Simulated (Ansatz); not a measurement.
Geometry optimisation in Ansatz: input, command and trajectory.

```yaml
crystal:
  lattice:
    - [6.391818, 0.020127, 0.095638]
    - [0.020127, 6.356626, 0.026619]
    - [0.095638, 0.026619, 6.455728]
  atoms:
    - { symbol: Cu, position: [0.6256689382, 0.6040244856, 0.6784584223] }
    - { symbol: Cu, position: [0.6969144535, 0.1359542708, 0.451288455] }
    - { symbol: Cu, position: [0.9190013917, 0.847188511, 0.6212858537] }
    - { symbol: Cu, position: [0.1158219581, 0.7811120565, 0.3000483906] }
    - { symbol: Cu, position: [0.1490226147, 0.1416176534, 0.467755414] }
    - { symbol: Cu, position: [0.7011175648, 0.763978199, 0.3111074102] }
    - { symbol: Cu, position: [0.2138902682, 0.3506233072, 0.0324209801] }
    - { symbol: Pt, position: [0.914011099, 0.3418303969, 0.7085286828] }
    - { symbol: Pt, position: [0.9162224535, 0.0738406971, 0.1345416537] }
    - { symbol: Pt, position: [0.4326482041, 0.0274700842, 0.1646291055] }
    - { symbol: Pt, position: [0.3729239152, 0.4845650864, 0.3602837374] }
    - { symbol: Pt, position: [0.2151121676, 0.617642755, 0.7413519703] }
    - { symbol: Pt, position: [0.6506481382, 0.4102040577, 0.0502820955] }
    - { symbol: Pt, position: [0.4519659411, 0.2580427443, 0.7353991599] }
    - { symbol: Ni, position: [0.1537787948, 0.9992802681, 0.8515855283] }
    - { symbol: Ni, position: [0.4223678576, 0.8881007937, 0.5395052863] }
    - { symbol: Ni, position: [0.6605108775, 0.9400263337, 0.8577597963] }
    - { symbol: Ni, position: [0.9260406256, 0.674869286, 0.0124493158] }
    - { symbol: Si, position: [0.421158856, 0.705126447, 0.021356195] }
    - { symbol: Si, position: [0.9357008897, 0.425413028, 0.3253021531] }
  symmetry: { detect: false }
basis:
  ecutwfc: 420
kpoints:
  mp_grid: { grid: [2, 2, 2], shift: [0.5, 0.5, 0.5] }
hamiltonian:
  xc: pbe
scf:
  occupations: { method: gaussian, width: 0.1 }
  lower_state_search: "off"
output:
  forces: true
  stress: true
  eigenvalues: true
relax:
  adjacent_minimum: "off"
  f_tol: 0.04
  max_steps: 70
  cell: { stress_tol: 0.3 }
```

```bash
ansatz run input.yaml --threads 2 --pin off --max-ram 5120MiB --backend cpu --events-out ev --progress --plain --runs-dir out
```

These are results of DFT PBE, scalar-relativistic, plane waves, PAW in Ansatz, not measurements.

Of 12 frames 10 are shown, positions in Å and forces in eV/Å; the SCF threshold varies from step to step. Steps run on the plane waves of an earlier cell, with a Pulay correction in the pressure. The basis is chosen afresh for the last frame, the zero of the energies, and can be on the way; energy and pressure step there, also at an unchanged geometry. Here that happened at step 8 (-8 meV/atom, 1.1 GPa); the frames before carry an error of that size.

```xyz
20
Lattice="6.3918 0.0201 0.0956 0.0201 6.3566 0.0266 0.0956 0.0266 6.4557" Properties=species:S:1:pos:R:3:forces:R:3 pbc="T T T" step=1 free_energy_over_end_meV_per_atom=130.80 pressure_GPa=6.98
Cu    4.0762    3.8702    4.4559    0.2030    0.3890   -0.2440
Cu    4.5004    0.8902    2.9837   -0.1960    0.2600    0.3220
Cu    5.9506    5.4203    4.1213   -0.0910    0.0790   -0.5560
Cu    0.7847    4.9756    1.9689    0.4850   -0.2010    0.3400
Cu    1.0001    0.9157    3.0377    0.5020   -0.0470   -0.3590
Cu    4.5265    4.8787    2.0958    0.3420   -0.7580    0.0690
Cu    1.3773    2.2339    0.2391   -1.1140   -0.2370    0.6300
Pt    5.9168    2.2101    4.6706   -0.3920   -0.5430    0.3230
Pt    5.8707    0.4914    0.9582   -0.2470    0.8800    0.0830
Pt    2.7817    0.1877    1.1049   -0.7220    1.4130    0.4570
Pt    2.4279    3.0973    2.3745   -0.0970    0.1740    0.6950
Pt    1.4583    3.9502    4.8230    0.4140    0.1940   -0.4640
Pt    4.1719    2.6219    0.3978    0.4420   -0.3440    0.7610
Pt    2.9644    1.6690    4.7976   -0.6220   -1.6670   -0.8340
Ni    1.0845    6.3778    5.5389    0.9840   -0.0280   -0.4920
Ni    2.7692    5.6682    3.5469   -0.3390    0.2350    0.5960
Ni    4.3228    6.0115    5.6257    0.1440    0.2700   -0.0730
Ni    5.9339    4.3089    0.1869    0.3330    0.2140   -0.9200
Si    2.7082    4.4913    0.1969   -0.1680   -0.5570   -0.1730
Si    6.0205    2.7317    2.2009    0.1400    0.2730   -0.1590
20
Lattice="6.5002 -0.0260 0.0338 -0.0271 6.4103 0.1099 0.0344 0.1109 6.4495" Properties=species:S:1:pos:R:3:forces:R:3 pbc="T T T" step=2 free_energy_over_end_meV_per_atom=87.26 pressure_GPa=0.50
Cu    4.0843    3.9235    4.4771    0.1800   -0.0890    0.0160
Cu    4.5274    0.9127    2.9370   -0.1900    0.2050    0.0330
Cu    5.9682    5.4941    4.1050   -0.0840    0.0480   -0.2900
Cu    0.7612    5.0522    2.0327    0.2460   -0.0600    0.1420
Cu    1.0091    0.9559    3.0111    0.1760    0.1030   -0.1650
Cu    4.5673    4.8973    2.1044    0.1150   -0.3930   -0.1180
Cu    1.3142    2.2359    0.2811   -0.3720    0.0500    0.2440
Pt    5.9227    2.1655    4.6566   -0.0740   -0.1550    0.2390
Pt    5.9629    0.5187    0.8903   -0.1570    0.1590    0.0090
Pt    2.7858    0.2251    1.0639   -0.2150    0.4850    0.0150
Pt    2.3948    3.1692    2.4559    0.1830    0.1150   -0.2270
Pt    1.4214    4.0415    4.8337   -0.1300   -0.2640    0.0190
Pt    4.2238    2.6283    0.4652   -0.0330   -0.1570    0.1660
Pt    2.9041    1.6256    4.7596    0.0060   -0.2080    0.1130
Ni    1.0389    6.4812    5.5872    0.2780   -0.2260    0.0450
Ni    2.7558    5.7430    3.5953   -0.1260    0.1270    0.3100
Ni    4.3194    6.0959    5.6473    0.0230    0.1840    0.2140
Ni    6.0297    4.3335    0.1471    0.1700    0.1340   -0.7350
Si    2.7217    4.5090    0.2371   -0.0620   -0.2300    0.0100
Si    6.1085    2.7586    2.1834    0.0660    0.1730   -0.0390
20
Lattice="6.7935 -0.0405 -0.0774 -0.0423 6.3093 0.2128 -0.0704 0.2161 6.2182" Properties=species:S:1:pos:R:3:forces:R:3 pbc="T T T" step=3 free_energy_over_end_meV_per_atom=50.52 pressure_GPa=0.70
Cu    4.2756    3.8889    4.3231    0.2090   -0.0820   -0.0820
Cu    4.5359    1.0603    2.7441   -0.0610    0.0710    0.0610
Cu    6.1073    5.5647    3.8723   -0.0340    0.2410   -0.2330
Cu    0.8196    4.9851    2.0369    0.0810   -0.1820    0.0390
Cu    1.0919    1.0376    2.8876    0.0270    0.1860   -0.0390
Cu    4.7255    4.8252    1.9588    0.0050   -0.0070   -0.0880
Cu    1.2339    2.2181    0.3608   -0.0680    0.1430    0.1500
Pt    6.1055    2.0306    4.5005    0.1140    0.0020   -0.1840
Pt    6.2048    0.5093    0.8235   -0.0610   -0.2530    0.2100
Pt    2.8370    0.2509    0.9584    0.1170    0.1770    0.0360
Pt    2.6016    3.1995    2.3444    0.1700    0.0520   -0.0110
Pt    1.3041    3.9919    4.5821   -0.1890   -0.0860    0.0250
Pt    4.4625    2.5860    0.4826   -0.0160   -0.1880   -0.2150
Pt    2.9021    1.6511    4.6536    0.0600    0.1890    0.1530
Ni    0.9887    6.3859    5.5147    0.0090   -0.1830    0.1340
Ni    2.8448    5.7053    3.5855    0.0040   -0.1520    0.1920
Ni    4.4400    6.0903    5.5144   -0.0400    0.0430    0.1350
Ni    6.3232    4.2597   -0.0082   -0.1220   -0.0460   -0.1390
Si    2.8138    4.4020    0.1582   -0.0280    0.0630   -0.1520
Si    6.3624    2.7882    2.1089   -0.1770    0.0130    0.0100
20
Lattice="7.4281 -0.0065 -0.0565 -0.0039 5.9872 0.1209 -0.0348 0.1231 5.9117" Properties=species:S:1:pos:R:3:forces:R:3 pbc="T T T" step=5 free_energy_over_end_meV_per_atom=15.19 pressure_GPa=0.14
Cu    4.9253    3.6002    3.9584    0.1030    0.0090   -0.0760
Cu    4.8962    0.9965    2.7354    0.0460   -0.0350   -0.0300
Cu    6.7801    5.2978    3.5111    0.0010    0.0460    0.0080
Cu    1.0661    4.6000    1.7282    0.0170    0.0980   -0.0030
Cu    1.2758    1.0126    2.7828    0.0490    0.0150   -0.0220
Cu    5.1258    4.6507    1.7112   -0.0900    0.0930    0.0480
Cu    1.2387    2.2123    0.4605    0.0650   -0.0850   -0.0060
Pt    6.7738    1.8083    4.3099    0.0050    0.0160   -0.1710
Pt    6.8381    0.4720    0.9450    0.0310   -0.0110   -0.0320
Pt    3.0788    0.2665    0.9964    0.0140   -0.0090    0.0160
Pt    3.0513    3.0272    2.1312   -0.0370   -0.0280    0.0160
Pt    1.3355    3.6755    4.1904   -0.0920   -0.1300   -0.0230
Pt    4.9564    2.3800    0.3890   -0.0630   -0.1680   -0.1110
Pt    3.0992    1.5984    4.4985    0.0430    0.0940    0.0500
Ni    1.1567    5.9700    5.2621   -0.0240   -0.0270    0.0290
Ni    3.1604    5.2946    3.5347    0.1200    0.0860   -0.0800
Ni    4.9711    5.8499    5.2216   -0.1080    0.0270    0.0900
Ni    6.8596    4.0459   -0.1193   -0.0260    0.0120    0.0180
Si    3.1707    4.1629   -0.1607    0.0610   -0.0290    0.0920
Si    6.8341    2.7300    2.0164   -0.1140    0.0250    0.1890
20
Lattice="7.4129 0.0109 -0.0302 0.0140 5.9835 0.0785 -0.0084 0.0802 5.9214" Properties=species:S:1:pos:R:3:forces:R:3 pbc="T T T" step=6 free_energy_over_end_meV_per_atom=13.78 pressure_GPa=0.07
Cu    4.9755    3.5652    3.9288   -0.0020    0.0380   -0.0050
Cu    4.8996    0.9909    2.7501    0.0130   -0.0160   -0.0200
Cu    6.7993    5.2848    3.4987    0.0080   -0.0300    0.0130
Cu    1.1047    4.6071    1.6974   -0.0210    0.0000    0.0190
Cu    1.3004    1.0033    2.7844    0.0310   -0.0140   -0.0230
Cu    5.1176    4.6700    1.7040   -0.0410   -0.0150    0.0000
Cu    1.2389    2.2171    0.4490    0.0050   -0.0160    0.0130
Pt    6.7907    1.7664    4.3281   -0.0210    0.0010    0.0200
Pt    6.8365    0.4964    0.9772    0.0090   -0.0350   -0.0300
Pt    3.0780    0.2665    1.0002    0.0000    0.0300    0.0280
Pt    3.0606    2.9971    2.1233    0.0230    0.0030   -0.0050
Pt    1.3450    3.6308    4.1614   -0.0180    0.0250   -0.0010
Pt    4.9588    2.3764    0.3697   -0.0210    0.0100    0.0120
Pt    3.1134    1.5862    4.5170    0.0260   -0.0040    0.0010
Ni    1.2056    5.9226    5.2286   -0.0350   -0.0160    0.0120
Ni    3.1957    5.2710    3.5097    0.0010   -0.0170   -0.0130
Ni    4.9885    5.8160    5.2163   -0.0020    0.0380    0.0290
Ni    6.8527    4.0652   -0.1030   -0.0040    0.0120   -0.0490
Si    3.1825    4.1442   -0.1884    0.0060   -0.0180    0.0420
Si    6.7930    2.7647    2.0756    0.0430    0.0240   -0.0420
20
Lattice="7.4383 0.0066 -0.0340 0.0098 5.9784 0.0812 -0.0117 0.0829 5.9094" Properties=species:S:1:pos:R:3:forces:R:3 pbc="T T T" step=7 free_energy_over_end_meV_per_atom=13.67 pressure_GPa=-0.12
Cu    4.9861    3.5709    3.9243    0.0000   -0.0020    0.0010
Cu    4.9171    0.9830    2.7405    0.0070    0.0040    0.0010
Cu    6.8176    5.2739    3.4911   -0.0050    0.0040   -0.0080
Cu    1.0993    4.5984    1.6964   -0.0010    0.0020   -0.0020
Cu    1.3046    0.9984    2.7794    0.0000   -0.0010    0.0000
Cu    5.1218    4.6634    1.6967    0.0030    0.0060    0.0010
Cu    1.2420    2.2070    0.4506   -0.0100    0.0020   -0.0030
Pt    6.8081    1.7712    4.3095    0.0070   -0.0050   -0.0130
Pt    6.8589    0.4843    0.9688    0.0050    0.0150    0.0040
Pt    3.0835    0.2678    1.0001   -0.0020   -0.0180    0.0080
Pt    3.0685    2.9961    2.1180    0.0080   -0.0030    0.0070
Pt    1.3499    3.6322    4.1599   -0.0010    0.0040   -0.0010
Pt    4.9766    2.3680    0.3727   -0.0010   -0.0110   -0.0050
Pt    3.1245    1.5863    4.5055   -0.0060    0.0030   -0.0010
Ni    1.1949    5.9245    5.2221    0.0170   -0.0160   -0.0120
Ni    3.2035    5.2642    3.5077   -0.0040    0.0100    0.0060
Ni    4.9975    5.8233    5.2110   -0.0110   -0.0100   -0.0040
Ni    6.8685    4.0582   -0.1168    0.0120    0.0000    0.0210
Si    3.1949    4.1325   -0.1764   -0.0100    0.0240   -0.0160
Si    6.8245    2.7619    2.0532   -0.0070   -0.0080    0.0160
20
Lattice="7.4383 0.0066 -0.0340 0.0098 5.9784 0.0812 -0.0117 0.0829 5.9094" Properties=species:S:1:pos:R:3:forces:R:3 pbc="T T T" step=8 free_energy_over_end_meV_per_atom=6.14 pressure_GPa=1.01
Cu    4.9861    3.5709    3.9243    0.0020   -0.0010    0.0010
Cu    4.9171    0.9830    2.7405    0.0070    0.0030    0.0030
Cu    6.8176    5.2739    3.4911   -0.0030    0.0040   -0.0080
Cu    1.0993    4.5984    1.6964   -0.0020    0.0010   -0.0020
Cu    1.3046    0.9984    2.7794   -0.0010   -0.0010    0.0010
Cu    5.1218    4.6634    1.6967    0.0040    0.0060    0.0000
Cu    1.2420    2.2070    0.4506   -0.0110    0.0010   -0.0020
Pt    6.8081    1.7712    4.3095    0.0080   -0.0050   -0.0150
Pt    6.8589    0.4843    0.9688    0.0030    0.0140    0.0040
Pt    3.0835    0.2678    1.0001    0.0000   -0.0190    0.0100
Pt    3.0685    2.9961    2.1180    0.0070   -0.0010    0.0080
Pt    1.3499    3.6322    4.1599   -0.0010    0.0060   -0.0010
Pt    4.9766    2.3680    0.3727   -0.0020   -0.0090   -0.0050
Pt    3.1245    1.5863    4.5055   -0.0080    0.0020   -0.0030
Ni    1.1949    5.9245    5.2221    0.0180   -0.0170   -0.0110
Ni    3.2035    5.2642    3.5077   -0.0050    0.0100    0.0050
Ni    4.9975    5.8233    5.2110   -0.0130   -0.0120   -0.0050
Ni    6.8685    4.0582   -0.1168    0.0130    0.0000    0.0220
Si    3.1949    4.1325   -0.1764   -0.0090    0.0250   -0.0170
Si    6.8245    2.7619    2.0532   -0.0070   -0.0070    0.0150
20
Lattice="7.8592 -0.0015 -0.0234 0.0046 5.8068 0.0117 0.0079 0.0121 5.7508" Properties=species:S:1:pos:R:3:forces:R:3 pbc="T T T" step=10 free_energy_over_end_meV_per_atom=1.30 pressure_GPa=0.87
Cu    5.3032    3.3830    3.7574   -0.1120    0.0380    0.0230
Cu    5.1814    0.9264    2.7107   -0.0120    0.0480   -0.0360
Cu    7.2088    5.0162    3.3369   -0.0600   -0.0340   -0.0200
Cu    1.1899    4.4739    1.5629   -0.0400   -0.0350   -0.0480
Cu    1.4092    0.9400    2.7237   -0.0460    0.0340   -0.0040
Cu    5.3931    4.5579    1.5765   -0.0190   -0.0760    0.0010
Cu    1.2854    2.1408    0.4225    0.0170    0.0610    0.0200
Pt    7.2066    1.6410    4.1759    0.0150   -0.0090   -0.1010
Pt    7.2778    0.4716    0.9865   -0.0640    0.0860    0.0430
Pt    3.2450    0.2021    1.0068    0.1520   -0.1070   -0.0630
Pt    3.2463    2.9012    1.9606    0.0610    0.0310   -0.0530
Pt    1.3848    3.4699    3.9494    0.0580   -0.1130   -0.0700
Pt    5.3094    2.2334    0.3592   -0.1270    0.1210    0.0880
Pt    3.2924    1.5396    4.4047    0.0250    0.2730    0.0560
Ni    1.2759    5.7229    5.0300    0.0460   -0.0450    0.0010
Ni    3.3881    5.0488    3.4292    0.0610   -0.1200   -0.0390
Ni    5.2868    5.6269    5.0256   -0.0150   -0.1220   -0.0240
Ni    7.2572    3.9254   -0.1327    0.0070   -0.0070    0.0390
Si    3.3992    3.9192   -0.2984    0.0170   -0.0010    0.1570
Si    7.1961    2.7468    1.9877    0.0360   -0.0240    0.0320
20
Lattice="7.8074 -0.0045 -0.0306 0.0013 5.8605 0.0112 -0.0004 0.0118 5.7653" Properties=species:S:1:pos:R:3:forces:R:3 pbc="T T T" step=11 free_energy_over_end_meV_per_atom=0.01 pressure_GPa=-0.19
Cu    5.2359    3.4151    3.7791    0.0080    0.0060    0.0130
Cu    5.1342    0.9323    2.7057    0.0100    0.0080   -0.0080
Cu    7.1390    5.0611    3.3368    0.0210   -0.0050    0.0030
Cu    1.1841    4.5224    1.5562   -0.0280    0.0070   -0.0190
Cu    1.3987    0.9493    2.7194   -0.0030    0.0040    0.0110
Cu    5.3591    4.5843    1.5850    0.0130   -0.0110    0.0010
Cu    1.2792    2.1695    0.4128   -0.0110   -0.0290   -0.0070
Pt    7.1429    1.6454    4.1729    0.0180   -0.0150    0.0140
Pt    7.2252    0.4788    0.9767   -0.0070    0.0260    0.0010
Pt    3.2475    0.2006    0.9942    0.0020    0.0240    0.0100
Pt    3.2262    2.9253    1.9697   -0.0210   -0.0150   -0.0030
Pt    1.3580    3.4908    3.9371   -0.0330   -0.0090   -0.0290
Pt    5.2723    2.2647    0.3673    0.0240    0.0040   -0.0010
Pt    3.2657    1.5704    4.4172    0.0270    0.0320    0.0200
Ni    1.2739    5.7589    5.0329   -0.0310    0.0030   -0.0070
Ni    3.3510    5.0936    3.4354   -0.0020   -0.0080    0.0250
Ni    5.2427    5.6652    5.0295    0.0080    0.0100   -0.0020
Ni    7.2093    3.9602   -0.1386   -0.0170   -0.0090    0.0100
Si    3.3533    3.9613   -0.2743    0.0110    0.0060   -0.0130
Si    7.1706    2.7647    1.9977    0.0110   -0.0310   -0.0170
20
Lattice="7.8074 -0.0045 -0.0306 0.0013 5.8605 0.0112 -0.0004 0.0118 5.7653" Properties=species:S:1:pos:R:3:forces:R:3 pbc="T T T" step=12 free_energy_over_end_meV_per_atom=0.00 pressure_GPa=-0.18
Cu    5.2359    3.4151    3.7791    0.0090    0.0060    0.0130
Cu    5.1342    0.9323    2.7057    0.0100    0.0080   -0.0080
Cu    7.1390    5.0611    3.3368    0.0210   -0.0050    0.0030
Cu    1.1841    4.5224    1.5562   -0.0280    0.0070   -0.0190
Cu    1.3987    0.9493    2.7194   -0.0030    0.0050    0.0110
Cu    5.3591    4.5843    1.5850    0.0130   -0.0110    0.0010
Cu    1.2792    2.1695    0.4128   -0.0120   -0.0290   -0.0070
Pt    7.1429    1.6454    4.1729    0.0180   -0.0150    0.0140
Pt    7.2252    0.4788    0.9767   -0.0070    0.0260    0.0010
Pt    3.2475    0.2006    0.9942    0.0020    0.0240    0.0100
Pt    3.2262    2.9253    1.9697   -0.0210   -0.0150   -0.0030
Pt    1.3580    3.4908    3.9371   -0.0330   -0.0090   -0.0290
Pt    5.2723    2.2647    0.3673    0.0240    0.0040   -0.0010
Pt    3.2657    1.5704    4.4172    0.0260    0.0320    0.0200
Ni    1.2739    5.7589    5.0329   -0.0310    0.0030   -0.0070
Ni    3.3510    5.0936    3.4354   -0.0020   -0.0080    0.0250
Ni    5.2427    5.6652    5.0295    0.0090    0.0100   -0.0020
Ni    7.2093    3.9602   -0.1386   -0.0170   -0.0090    0.0100
Si    3.3533    3.9613   -0.2743    0.0110    0.0060   -0.0130
Si    7.1706    2.7647    1.9977    0.0110   -0.0310   -0.0170
```

The run took 5.5 min on 2 threads of Arm Neoverse V1, on a shared host, peak memory 0.94 GiB.

The k mesh is coarse. Spin–orbit coupling is left out, which can shift energies with elements as heavy as these. Spin polarisation was left out, and a magnetic state may lie lower.